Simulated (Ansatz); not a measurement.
An Ansatz (a first-principles code) run. Input:

Ansatz 0.2 input:
```yaml
crystal:
  lattice:
    - [4.9024863746, 0.0, 0.0]
    - [0.0, 4.9024863746, 0.0]
    - [0.0, 0.0, 4.9024863746]
  atoms:
    - { symbol: Ga, position: [0.0931951424, 0.0931951424, 0.0931951424] }
    - { symbol: Ga, position: [0.4068048576, 0.9068048576, 0.5931951424] }
    - { symbol: Ga, position: [0.5931951424, 0.4068048576, 0.9068048576] }
    - { symbol: Ga, position: [0.9068048576, 0.5931951424, 0.4068048576] }
    - { symbol: Pt, position: [0.3980521925, 0.3980521925, 0.3980521925] }
    - { symbol: Pt, position: [0.1019478075, 0.6019478075, 0.8980521925] }
    - { symbol: Pt, position: [0.8980521925, 0.1019478075, 0.6019478075] }
    - { symbol: Pt, position: [0.6019478075, 0.8980521925, 0.1019478075] }
kpoints:
  mp_grid: { grid: [18, 18, 18] }
hamiltonian:
  xc: pbesol
  pseudopotentials: { azcp: { folder: ./paw }, kind: paw }
scf:
  occupations: { method: fermi_dirac, width: 0.1 }
elastic: { mode: relaxed_ion, stencil: two_point, amplitude: 0.005, f_tol: 0.0005 }
```

Output (shortened):

```
Pseudopotential: Ga, paw, valence charge 13
Pseudopotential: Pt, paw, valence charge 18
Functional definition: PBEsol
Crystal: 8 atoms, lattice volume = 117.828 Å³
Basis set: ecut = 420 eV, 2325 PW (Γ), exchange–correlation on 72×72×72 points (8 copies of the dense FFT grid, shifted against one another)
Bands: 75, of which v1, the nominal top of the filled ones, is band 62 counted from 1 (61 counted from 0)
Symmetry: 12 space group operations
Space group: P213 (ITA 198), of the structure as read, at distance tolerance 4.9e-5 Å
k-points: 340 of 5832 (time reversal used)
SCF 1 converged in 14 iterations: F = -64519.701088 eV  dr2 = 1.76e-14
relax step   1: F+E_penalty+E_count = -64519.70108837 eV  Δ(F+E_penalty+E_count) = +0.000e0 eV  max|allowed force component| = 3.192e-3 eV/Å  Δτ_max = 0.0000 Å  (14 SCF iters, accepted)
Crystal: 8 atoms, lattice volume = 117.828 Å³
SCF 2 converged in 11 iterations: F = -64519.701098 eV  dr2 = 1.51e-14
relax step   2: F+E_penalty+E_count = -64519.70109812 eV  Δ(F+E_penalty+E_count) = -9.748e-6 eV  max|allowed force component| = 2.116e-3 eV/Å  Δτ_max = 0.0005 Å  (11 SCF iters, accepted)
Crystal: 8 atoms, lattice volume = 117.828 Å³
SCF 3 converged in 9 iterations: F = -64519.701105 eV  dr2 = 1.12e-14
relax step   3: F+E_penalty+E_count = -64519.70110514 eV  Δ(F+E_penalty+E_count) = -7.021e-6 eV  max|allowed force component| = 5.665e-4 eV/Å  Δτ_max = 0.0010 Å  (9 SCF iters, accepted)
Crystal: 8 atoms, lattice volume = 117.828 Å³
SCF 4 converged in 8 iterations: F = -64519.701105 eV  dr2 = 6.37e-14
relax step   4: F+E_penalty+E_count = -64519.70110456 eV  Δ(F+E_penalty+E_count) = +5.812e-7 eV  max|allowed force component| = 1.117e-3 eV/Å  Δτ_max = 0.0003 Å  (8 SCF iters, rejected (line search))
Crystal: 8 atoms, lattice volume = 117.828 Å³
SCF 5 converged in 8 iterations: F = -64519.701105 eV  dr2 = 1.27e-14
relax step   5: F+E_penalty+E_count = -64519.70110538 eV  Δ(F+E_penalty+E_count) = -2.360e-7 eV  max|allowed force component| = 5.417e-6 eV/Å  Δτ_max = 0.0001 Å  (8 SCF iters, accepted)
Crystal: 8 atoms, lattice volume = 117.828 Å³
SCF 6 converged in 14 iterations: F = -64519.701105 eV  dr2 = 0.0
Crystal: 8 atoms, lattice volume = 117.239 Å³
Basis set: ecut = 420 eV, 2317 PW (Γ), exchange–correlation on 72×72×72 points (8 copies of the dense FFT grid, shifted against one another)
Symmetry: 4 space group operations
k-points: 1000 of 5832 (time reversal used)
SCF 7 converged in 12 iterations: F = -64519.698188 eV  dr2 = 2.26e-14
relax step   1: F+E_penalty+E_count = -64519.69818843 eV  Δ(F+E_penalty+E_count) = +0.000e0 eV  max|allowed force component| = 1.184e-2 eV/Å  Δτ_max = 0.0000 Å  (12 SCF iters, accepted)
Crystal: 8 atoms, lattice volume = 117.239 Å³
SCF 8 converged in 10 iterations: F = -64519.698261 eV  dr2 = 2.42e-14
relax step   2: F+E_penalty+E_count = -64519.69826113 eV  Δ(F+E_penalty+E_count) = -7.270e-5 eV  max|allowed force component| = 5.938e-3 eV/Å  Δτ_max = 0.0028 Å  (10 SCF iters, accepted)
Crystal: 8 atoms, lattice volume = 117.239 Å³
SCF 9 converged in 9 iterations: F = -64519.698272 eV  dr2 = 8.81e-15
relax step   3: F+E_penalty+E_count = -64519.69827188 eV  Δ(F+E_penalty+E_count) = -1.074e-5 eV  max|allowed force component| = 1.043e-3 eV/Å  Δτ_max = 0.0009 Å  (9 SCF iters, accepted)
Crystal: 8 atoms, lattice volume = 117.239 Å³
SCF 10 converged in 8 iterations: F = -64519.698272 eV  dr2 = 3.37e-14
relax step   4: F+E_penalty+E_count = -64519.69827241 eV  Δ(F+E_penalty+E_count) = -5.304e-7 eV  max|allowed force component| = 2.133e-5 eV/Å  Δτ_max = 0.0002 Å  (8 SCF iters, accepted)
Crystal: 8 atoms, lattice volume = 117.239 Å³
SCF 11 converged in 7 iterations: F = -64519.698272 eV  dr2 = 5.07e-14
Crystal: 8 atoms, lattice volume = 118.417 Å³
SCF 12 converged in 12 iterations: F = -64519.698738 eV  dr2 = 7.20e-14
relax step   1: F+E_penalty+E_count = -64519.69873849 eV  Δ(F+E_penalty+E_count) = +0.000e0 eV  max|allowed force component| = 1.107e-2 eV/Å  Δτ_max = 0.0000 Å  (12 SCF iters, accepted)
Crystal: 8 atoms, lattice volume = 118.417 Å³
SCF 13 converged in 10 iterations: F = -64519.698817 eV  dr2 = 7.00e-15
relax step   2: F+E_penalty+E_count = -64519.69881720 eV  Δ(F+E_penalty+E_count) = -7.870e-5 eV  max|allowed force component| = 1.855e-3 eV/Å  Δτ_max = 0.0021 Å  (10 SCF iters, accepted)
Crystal: 8 atoms, lattice volume = 118.417 Å³
SCF 14 converged in 8 iterations: F = -64519.698819 eV  dr2 = 7.99e-14
relax step   3: F+E_penalty+E_count = -64519.69881901 eV  Δ(F+E_penalty+E_count) = -1.809e-6 eV  max|allowed force component| = 2.158e-4 eV/Å  Δτ_max = 0.0004 Å  (8 SCF iters, accepted)
Crystal: 8 atoms, lattice volume = 118.417 Å³
SCF 15 converged in 10 iterations: F = -64519.698819 eV  dr2 = 1.93e-18
Crystal: 8 atoms, lattice volume = 117.827 Å³
Symmetry: 2 space group operations
k-points: 1640 of 5832 (time reversal used)
SCF 16 converged in 13 iterations: F = -64519.700485 eV  dr2 = 1.60e-14
relax step   1: F+E_penalty+E_count = -64519.70048521 eV  Δ(F+E_penalty+E_count) = +0.000e0 eV  max|allowed force component| = 1.134e-2 eV/Å  Δτ_max = 0.0000 Å  (13 SCF iters, accepted)
Crystal: 8 atoms, lattice volume = 117.827 Å³
SCF 17 converged in 11 iterations: F = -64519.700522 eV  dr2 = 1.69e-14
relax step   2: F+E_penalty+E_count = -64519.70052155 eV  Δ(F+E_penalty+E_count) = -3.634e-5 eV  max|allowed force component| = 9.974e-3 eV/Å  Δτ_max = 0.0026 Å  (11 SCF iters, accepted)
Crystal: 8 atoms, lattice volume = 117.827 Å³
SCF 18 converged in 10 iterations: F = -64519.700544 eV  dr2 = 2.22e-14
relax step   3: F+E_penalty+E_count = -64519.70054420 eV  Δ(F+E_penalty+E_count) = -2.265e-5 eV  max|allowed force component| = 1.590e-3 eV/Å  Δτ_max = 0.0012 Å  (10 SCF iters, accepted)
Crystal: 8 atoms, lattice volume = 117.827 Å³
SCF 19 converged in 9 iterations: F = -64519.700545 eV  dr2 = 2.69e-14
relax step   4: F+E_penalty+E_count = -64519.70054490 eV  Δ(F+E_penalty+E_count) = -6.998e-7 eV  max|allowed force component| = 2.467e-5 eV/Å  Δτ_max = 0.0002 Å  (9 SCF iters, accepted)
Crystal: 8 atoms, lattice volume = 117.827 Å³
SCF 20 converged in 12 iterations: F = -64519.700545 eV  dr2 = 2.05e-18
Crystal: 8 atoms, lattice volume = 117.827 Å³
SCF 21 converged in 13 iterations: F = -64519.700485 eV  dr2 = 1.60e-14
relax step   1: F+E_penalty+E_count = -64519.70048521 eV  Δ(F+E_penalty+E_count) = +0.000e0 eV  max|allowed force component| = 1.134e-2 eV/Å  Δτ_max = 0.0000 Å  (13 SCF iters, accepted)
Crystal: 8 atoms, lattice volume = 117.827 Å³
SCF 22 converged in 10 iterations: F = -64519.700544 eV  dr2 = 7.28e-14
relax step   2: F+E_penalty+E_count = -64519.70054444 eV  Δ(F+E_penalty+E_count) = -5.923e-5 eV  max|allowed force component| = 8.494e-4 eV/Å  Δτ_max = 0.0015 Å  (10 SCF iters, accepted)
Crystal: 8 atoms, lattice volume = 117.827 Å³
SCF 23 converged in 8 iterations: F = -64519.700545 eV  dr2 = 7.23e-14
relax step   3: F+E_penalty+E_count = -64519.70054486 eV  Δ(F+E_penalty+E_count) = -4.198e-7 eV  max|allowed force component| = 2.634e-4 eV/Å  Δτ_max = 0.0001 Å  (8 SCF iters, accepted)
Crystal: 8 atoms, lattice volume = 117.827 Å³
SCF 24 converged in 11 iterations: F = -64519.700545 eV  dr2 = 3.12e-18
SCF converged after 14 iterations
Stability not checked: this state was not tested for a lower state beside it, because too few of the mixer's solves of this state at the end of the SCF gave a …
Free energy (F): -64519.701105 eV
Harris-Foulkes:  -64519.701105 eV  (|F-HF|=0.00e0)
Internal energy: -64519.644841 eV  (E = F + TS)
E sigma→0 (E₀):  -64519.672973 eV
Entropy (-TS):   -0.056265 eV (-7.033 meV/atom)
Fermi energy:    18.573530 eV
--- Per-component energies (eV) ---
  E_band       = -578.111123
  E_kinetic    = 2846.501662
  E_local      = -10332.438132  (includes V_loc(G=0)·N_el)
  E_nonlocal   = 463.880984
  E_hartree    = 5340.373639
  E_xc         = -1180.712863
  E_vxc        = -1315.216931  (∫ρ·V_xc dr)
  E_paw        = -45199.613284  (= ΣΔE_a)
  E_vpaw       = -2921.589798  (= ΣTr[D̂ρ^β])
  E_aug_tail   = 0.003815  (compensation charges beyond the density's cutoff)
  E_ewald      = -16462.240702
  E_core_change = 4.600041  (= ΣΔE_core)
  E_smearing   = -0.056265  (= −TS)
  E_closure    = 0.000000  (closes the sum)
  Σ components = -64519.701105   (vs F -64519.701105, Δ=0.00e0)
--- Forces (eV/Å), atoms counted from 1 ---
  atom   1  Ga     0.00000543     0.00000543     0.00000543
  atom   2  Ga    -0.00000543    -0.00000543     0.00000543
  atom   3  Ga     0.00000543    -0.00000543    -0.00000543
  atom   4  Ga    -0.00000543     0.00000543    -0.00000543
  atom   5  Pt    -0.00000298    -0.00000298    -0.00000298
  atom   6  Pt     0.00000298     0.00000298    -0.00000298
  atom   7  Pt    -0.00000298     0.00000298     0.00000298
  atom   8  Pt     0.00000298    -0.00000298     0.00000298
  max |Σ_I F_I| component: 6.24e-17 eV/Å
--- Stress (GPa, compression-positive) ---
        0.061661       0.000000       0.000000
        0.000000       0.061661       0.000000
        0.000000       0.000000       0.061661
  P = ⅓ Tr σ = 0.0617 GPa (0.617 kbar)
--- Band table (eV; the first three rows and the last of 340) ---
  k-point 0: bands = ["-80.1696", "-80.1635", "-80.1635", "-80.1635", "-34.3671", "-34.3671", "-34.3671", "-34.3241", "-34.3241", "-34.3241", "-34.3086", "-34.2738", "-34.2738", "-34.2495", "-34.2495", "-34.2495", "3.5195", "3.5195", "3.5195", "3.5367", …
  k-point 1: bands = ["-80.1696", "-80.1638", "-80.1635", "-80.1632", "-34.3697", "-34.3673", "-34.3642", "-34.3282", "-34.3246", "-34.3195", "-34.3089", "-34.2736", "-34.2733", "-34.2501", "-34.2498", "-34.2491", "3.5167", "3.5191", "3.5204", "3.5348", …
  k-point 2: bands = ["-80.1695", "-80.1641", "-80.1634", "-80.1630", "-34.3719", "-34.3678", "-34.3609", "-34.3318", "-34.3259", "-34.3146", "-34.3098", "-34.2732", "-34.2721", "-34.2509", "-34.2507", "-34.2489", "3.5124", "3.5160", "3.5227", "3.5338", …
  k-point 339: bands = ["-80.1650", "-80.1650", "-80.1650", "-80.1650", "-34.3643", "-34.3643", "-34.3643", "-34.3643", "-34.3048", "-34.3048", "-34.3048", "-34.3048", "-34.2511", "-34.2511", "-34.2511", "-34.2511", "3.5265", "3.5265", "3.5265", "3.5265", …
--- Elastic constants: 2 strain directions × 2 members + reference (group order 12) ---
  dense FFT box of the reference and of every strained cell: 36×36×36
  strains applied: 11, 23; error gains: componentwise 1.00 (the most a stress slope's error grows in a printed constant), spectral 1.73 (1 for all six strains …
  reference relaxed by the batch: 5 steps …
  largest displacement 1.4e-3 Å; the constants are those of the deck's cell at these positions:
  atoms:
    - { symbol: Ga, position: [0.09322572612287643, 0.09322572612287643, 0.09322572612287643] }
    - { symbol: Ga, position: [0.40677427387712356, 0.9067742738771235, 0.5932257261228765] }
    - { symbol: Ga, position: [0.5932257261228765, 0.40677427387712356, 0.9067742738771235] }
    - { symbol: Ga, position: [0.9067742738771235, 0.5932257261228765, 0.40677427387712356] }
    - { symbol: Pt, position: [0.3982221332560274, 0.3982221332560274, 0.3982221332560274] }
    - { symbol: Pt, position: [0.10177786674397264, 0.6017778667439726, 0.8982221332560273] }
    - { symbol: Pt, position: [0.8982221332560273, 0.10177786674397264, 0.6017778667439726] }
    - { symbol: Pt, position: [0.6017778667439726, 0.8982221332560273, 0.10177786674397264] }
  C = ∂σ_k/∂η_j (tension-positive GPa; Voigt order 11 22 33 23 13 12):
       278.806    151.254    151.259      0.000      0.000      0.000
       151.259    278.806    151.254      0.000      0.000      0.000
       151.254    151.259    278.806      0.000      0.000      0.000
         0.000      0.000      0.000     61.605      0.000      0.000
         0.000      0.000      0.000      0.000     61.605      0.000
         0.000      0.000      0.000      0.000      0.000     61.605
  reference stress σ⁰ (GPa):     -0.062     -0.062     -0.062      0.000      0.000      0.000
  moduli (Voigt/Reuss/Hill, GPa): K = 193.77/193.77/193.77   G = 62.47/62.45/62.46   E = 169.21   ν = 0.354
  mechanically stable: yes (min eigenvalue of sym C = 61.60 GPa)
  strain η (Voigt 11):  stress-route row diagonal C_11 = 278.81 GPa, energy-path curvature d²(F+E_count+ΔE)/dδ²/Ω₀ = 278.88 GPa
         δ    σ_11 (GPa)             F (eV)   n_scf  n_hpsi   n_pw
    -5.000e-3      -1.4917      -64519.6982724       7  1008599   2317   relax 4 steps, max|allowed force component| 2.13e-5 eV/Å
     5.000e-3       1.2964      -64519.6988190      10  1209948   2341   relax 3 steps, max|allowed force component| 2.16e-4 eV/Å
  strain η (Voigt 23):  stress-route row diagonal C_44 = 61.60 GPa, energy-path curvature d²(F+E_count+ΔE)/dδ²/Ω₀ = 61.72 GPa
         δ    σ_23 (GPa)             F (eV)   n_scf  n_hpsi   n_pw
    -5.000e-3      -0.3080      -64519.7005449      12  2183369   2324   relax 4 steps, max|allowed force component| 2.47e-5 eV/Å
     5.000e-3       0.3080      -64519.7005449      11  2089692   2324   relax 3 steps, max|allowed force component| 2.63e-4 eV/Å
```

Cost: roughly 2.3 core-hours on shared cores.

Space group P2_13. The first step of the workflow began from a Materials Project structure, measured or hypothetical; the Crystallography Open Database copy checked does not list it. With Ga and Pt taken as one species the cell has the higher symmetry Pa-3, so it may be an ordered model of a mixed-site phase. Its standing as an ambient phase is unchecked. The cell was relaxed with PBEsol under the symmetry of its start; whether a distortion lowers the energy is not shown. The run is not spin-polarised. As this level gives no gap, shear constants depend on the k-mesh and smearing (Fermi–Dirac, 0.1 eV here). Spin–orbit coupling is left out wherever it is not named.

Potentials: the earlier of the program's two PAW sets. The files were generated under PBE; for other functionals the program regenerates the frozen cores, and for LDA and PBEsol the local potential too.

Ansatz is a plane-wave DFT program.
